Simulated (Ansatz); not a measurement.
Level of theory: DFT PBE, scalar-relativistic, plane waves, PAW (Ansatz). Settings of the last relaxation (8-atom cell): 420 eV, 6×6×4 k points, Gaussian smearing of 0.02 eV, no spin polarisation.

The zero of energy is the elements' standard structures at the same level; no fitted shifts are applied.

**Question.** Find a candidate tetragonal semiconductor with formula Cd4SeS3, with a gap near 0.8 eV, a formation energy near −0.65 eV/atom and a density near 4.82 g/cm³, in a cell of 8 atoms.

**Answer.** Cd4SeS3, space group P-4m2 (No. 115). Cd on its first site is surrounded by 4 S at 2.57 Å; around Cd on its second site lie 2 S at 2.58 Å and 2 Se at 2.66 Å; Se has 4 Cd at 2.66 Å; around S on a site of symmetry 2mm lie 4 Cd at 2.57–2.58 Å; 1 more site not described.

```cif
data_structure
_symmetry_space_group_name_H-M 'P-4m2'
_symmetry_Int_Tables_number 115
_cell_length_a 4.2418
_cell_length_b 4.2418
_cell_length_c 11.9615
_cell_angle_alpha 90.000
_cell_angle_beta 90.000
_cell_angle_gamma 90.000
_cell_volume 215.23
loop_
_atom_site_label
_atom_site_type_symbol
_atom_site_symmetry_multiplicity
_atom_site_Wyckoff_symbol
_atom_site_fract_x
_atom_site_fract_y
_atom_site_fract_z
_atom_site_occupancy
Cd1 Cd 2 g 0.50000 0.00000 0.62161 1
Cd2 Cd 2 g 0.00000 0.50000 0.86557 1
Se1 Se 1 a 0.00000 0.00000 0.00000 1
S1 S 2 f 0.50000 0.50000 0.25656 1
S2 S 1 d 0.00000 0.00000 0.50000 1
```

| Quantity | Value |
| --- | --- |
| Volume per atom | 26.90 Å³ |
| Density | 4.82 g/cm³ |
| Formation energy | −0.648 eV/atom |
| Gap on the 6×6×4 mesh of the 8-atom cell | 0.84 eV |

The structure comes from a generated guess, relaxed at this level; another structure or a mixture of phases may lie lower. The answer needn't be unique; the calculation gave this one.

Kohn–Sham gaps at this level usually fall short of measured ones. The reference forms of S and Se are held partly by dispersion forces, which this level lacks. A later test with randomly moved atoms came back to the same energy, though modes that don't fit the test's cell weren't probed.
